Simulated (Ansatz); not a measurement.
Given:

Relaxed MoS2 (3R-MoS2 type, space group R3m):

```
CELL_PARAMETERS angstrom
      1.58770     0.91666     6.19534
     -1.58770     0.91666     6.19534
      0.00000    -1.83332     6.19534
ATOMIC_POSITIONS crystal
  Mo 0.00000 0.00000 0.00000
  S  0.75029 0.75029 0.75029
  S  0.58300 0.58300 0.58300
```

Two-dimensional scan of atom 2 (S, nearest neighbour Mo at 2.403 Å; its periodic images, 3.2 Å or more away, move with it): u runs along (0.707, 0.707, 0.000), v along (0.000, 0.000, 1.000) (Cartesian). Cell and other atoms are fixed.

Calculation: r2SCAN+rVV10 (plane waves to 500 eV, PAW, scalar-relativistic; Ansatz, an electronic-structure program). k mesh 10×10×10 (Γ-centred), Fermi-Dirac smearing 0.05 eV. E stands for the smeared free energy. Points where atoms come too close for the PAW data are left out (x in tables, blank in figures). As the smearing reaches across the gap at some points, energies and forces of such displacements shift with the k mesh and the smearing. MoS2 is run without spin polarisation. MoS2 was relaxed with its symmetry unable to fall. The PAW data are Ansatz's earlier set. This is one of several known forms of MoS2; the measured ambient cells at hand have space group No. 194. ΔE is measured from the undisplaced structure. Axes are in Å.

The scan covers u from -0.360 to 0.360 Å in 7 points and v from -0.360 to 0.360 Å in 7 points.

Question: In which direction of the plane is the atom held most weakly?

Answer: Along u.

Question: Is the undisplaced position a minimum, a maximum or a saddle of this map?

Answer: A minimum.

Question: What are the two principal curvatures of the energy at the centre?

Answer: 10.1 and 18.1 eV/Å².

(A displaced cell: forces are minus the slopes of the energy, force constants its curvatures, and phonons follow from these.)
